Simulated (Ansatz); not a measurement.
# ScTaN and the effect of the choice of potentials or basis

The cell as given:

```cif
data_structure
_symmetry_space_group_name_H-M 'P-3m1'
_symmetry_Int_Tables_number 164
_cell_length_a 3.0851
_cell_length_b 3.0851
_cell_length_c 10.3401
_cell_angle_alpha 90.000
_cell_angle_beta 90.000
_cell_angle_gamma 120.000
_cell_volume 85.23
loop_
_atom_site_label
_atom_site_type_symbol
_atom_site_symmetry_multiplicity
_atom_site_Wyckoff_symbol
_atom_site_fract_x
_atom_site_fract_y
_atom_site_fract_z
_atom_site_occupancy
Ta1 Ta 2 d 0.33333 0.66667 0.24563 1
Sc1 Sc 1 a 0.00000 0.00000 0.00000 1
Sc2 Sc 1 b 0.00000 0.00000 0.50000 1
N1 N 2 d 0.33333 0.66667 0.62984 1
```

The cell comes from a database or a generator and needn't be the stable form of this composition.

Kept alike: task relaxation of cell and atoms; functional PBEsol; k mesh 10 × 10 × 3; occupations fermi-dirac, width 0.05 eV; no spin polarisation. Program: Ansatz. Cutoffs run from 420 to 1796 eV. The mesh is that of the run's cell of 6 atoms. No spin-orbit coupling.

| choice of potentials or basis | volume (Å³/atom) | first edge of the run's cell (Å) | third edge of the run's cell (Å) |
| --- | --- | --- | --- |
| Ansatz PAW (files of its older set among them) (made for PBE) | 13.744 | 3.054 | 10.211 |
| Ansatz PAW (made for PBE) | 13.740 | 3.053 | 10.211 |
| JTH PAW (made for PBE) | 13.757 | 3.055 | 10.215 |
| PseudoDojo standard (PBEsol files) | 13.738 | 3.053 | 10.211 |
| PseudoDojo stringent (PBEsol files) | 13.730 | 3.052 | 10.210 |

The relaxations keep at least the cell's symmetry (P-3m1). For a metal such a mesh leaves the last digits unconverged. Relaxations stop with a little pressure left, so the last digits of a volume or edge aren't settled. Ansatz's relaxations hold a Pulay term in the stress (up to 0.3 GPa here).

**Question.** What does the choice of potentials or basis change here?

**Answer.** The volume runs from 13.730 (PseudoDojo stringent (PBEsol files)) to 13.757 Å³/atom (JTH PAW (made for PBE)). The first edge of the run's cell runs from 3.052 (PseudoDojo stringent (PBEsol files)) to 3.055 Å (JTH PAW (made for PBE)). The third edge of the run's cell runs from 10.210 (PseudoDojo stringent (PBEsol files)) to 10.215 Å (JTH PAW (made for PBE)).
